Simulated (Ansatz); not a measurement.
### Question
Name crystals whose computed values (PBEsol (plane waves, PAW; program Ansatz)) fall in these windows: G_Hill (GPa) 44 to 56; Θ_D (K) 290 to 380; B₀ by P(V) fit (GPa) 61 to 73.

### Answer


```csv
crystal,G_Hill (GPa),Θ_D (K),B₀ by P(V) fit (GPa)
"Ge, diamond",47.4,348,67.2
```
Others may fit too.

The cell was relaxed under the symmetry of its start. Scalar-relativistic: spin–orbit coupling is off unless named, which matters more the heavier the elements.

Potentials: the later of the program's two PAW sets.
